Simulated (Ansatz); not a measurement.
**NbAu2: do energies and stresses tell the same story?**

Theory: DFT PBEsol, scalar-relativistic, plane waves, PAW (Ansatz).

Plane waves to 420 eV, a k mesh through Γ of 12×12×16 on the computed 3-atom cell and Gaussian smearing (0.10 eV); no spin polarisation.

Relaxed cell: P6/mmm, a = 4.622 Å, b = 4.622 Å, c = 2.728 Å, α = 90.00°, β = 90.00°, γ = 120.00°, 3 atoms in the primitive cell. Whether it is the stable form of this composition wasn't checked.

Energies at zero smearing and pressures from the stress tensor, at volumes with shape and atoms relaxed:
```csv
V (Å³/atom),E − E(first) (meV/atom),P (GPa)
14.803,0.00,36.55
15.308,-95.96,24.77
15.812,-157.99,14.96
16.317,-191.78,6.79
16.821,-202.06,0.00
17.326,-192.82,-5.65
17.831,-167.35,-10.35
18.504,-112.86,-15.37
```

Task: Check P = −dE/dV between neighbouring volumes, and get the bulk modulus from the pressures alone.

Result: With 1 eV/Å³ = 160.2 GPa:
```csv
middle V (Å³/atom),−ΔE/ΔV (GPa),mean P (GPa)
15.055,30.467,30.662
15.560,19.694,19.866
16.065,10.725,10.876
16.569,3.265,3.395
17.074,-2.934,-2.828
17.578,-8.087,-8.000
18.167,-12.975,-12.857
```

The two differ by 0.19 GPa at most. The mean of two end pressures misses the average over a step by about ΔV² P″/12, up to 0.18 GPa here; with that taken off 0.03 GPa remains. The stress is the derivative of the free energy, not of the energy at zero smearing, and with free energies 0.00 GPa remains. Around V = 16.821 Å³/atom, the two neighbours give B = −V ΔP/ΔV = 16.821 × 12.45 / 1.009 = 207.4 GPa, against B0 = 206.1 GPa from the Birch–Murnaghan fit of the energies.

Spin–orbit coupling is left out, which can shift energies with elements as heavy as these.

Cost: 9 runs of about 5.2 core-minutes in all, on Arm Neoverse V2 (shared hosts).